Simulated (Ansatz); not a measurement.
A distorted cell of NbRu (space group P4/mmm):

```xyz
4
Lattice="2.9992 0.0000 0.0000 0.0000 2.9992 0.0000 0.0000 0.0000 6.7506" Properties=species:S:1:pos:R:3 pbc="T T T"
Nb     0.0000     0.0000     0.0000
Nb     0.0000     0.0000     3.3753
Ru     1.4996     1.4996     1.8637
Ru     1.4996     1.4996     4.8870
```

Calculation: LDA (plane waves to 420 eV, PAW, scalar-relativistic; Ansatz, an electronic-structure program). k mesh 15×15×7 (Γ-centred), Fermi-Dirac smearing 0.05 eV. Stress and pressure are positive under compression. With partly filled bands, energies and forces of such displacements shift with the k mesh and the smearing. NbRu is run without spin polarisation. NbRu was relaxed with its symmetry unable to fall.

Q: What forces act on the atoms (eV/Å, Cartesian)?

A: 
```json
[
 {"atom": "Nb1", "Fx": "0.000", "Fy": "0.000", "Fz": "0.000"},
 {"atom": "Nb2", "Fx": "0.000", "Fy": "0.000", "Fz": "0.000"},
 {"atom": "Ru3", "Fx": "0.000", "Fy": "0.000", "Fz": "-0.756"},
 {"atom": "Ru4", "Fx": "0.000", "Fy": "0.000", "Fz": "0.756"}
]
```

Q: Give the stress tensor in GPa and the pressure.

A: 
```
    2.6      0.0      0.0
    0.0      2.6      0.0
    0.0      0.0      2.9
```
The pressure, a third of the trace, is 2.7 GPa.

(For displaced atoms, the force is minus the slope of the energy, and its curvature is a force constant, which sets phonon frequencies.)
